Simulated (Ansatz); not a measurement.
BaNi2P2: a fit and a missing row

BaNi2P2, I4/mmm, a = 3.905 Å, c = 12.031 Å. The structure is a Materials Project entry; whether it is the stable form wasn't checked. Ansatz: r2SCAN, PAW, 500 eV, Γ-centred 12×12×12 mesh on 5 atoms, Gaussian smearing 0.10 eV; no spin polarisation. Shape and atoms are relaxed at each volume; pressure is positive in compression.

| V (Å³/atom) | P (GPa) |
| --- | --- |
| 17.249 | 5.74 |
| 17.800 | 2.63 |
| 18.350 | -0.03 |
| 18.901 | -2.25 |
| 19.451 | ? |

Problem. Take V0 = 18.350 Å³/atom, count pressures from its P0 = -0.03 GPa, fit the third-order Birch–Murnaghan form to the other rows, and predict the missing pressure.

Solution. With the Eulerian strain f = ½[(V0/V)^(2/3) − 1] and y = (P − P0)/[3f(1 + 2f)^(5/2)], the form is the line y = B0 + 1.5 B0 (B0′ − 4) f. Rows (f, y): 0.02106, 82.4; 0.01025, 82.2; -0.00977, 79.6. Means f = 0.007180, y = 81.400; Σ(Δf)² = 0.0004894, ΣΔfΔy = 0.04685; the slope is their ratio. y = 80.71 + 95.72 f GPa, so B0 = 80.7 GPa and B0′ = 4 + 2 × (95.72)/(3 × 80.71) = 4.79. At V = 19.451, f = -0.01905, y = 78.89 and P = -4.12 GPa. The run gave -4.13 GPa, so the fit is 0.01 GPa too high, within the rms miss on the fitted rows (0.02 GPa). The form still works here, 33 % of the fitted range beyond its end.

Spin polarisation was left out, and a magnetic state may lie lower.

Cost: 5 runs of about 28 core-minutes in all, on Arm Neoverse V2 (shared hosts).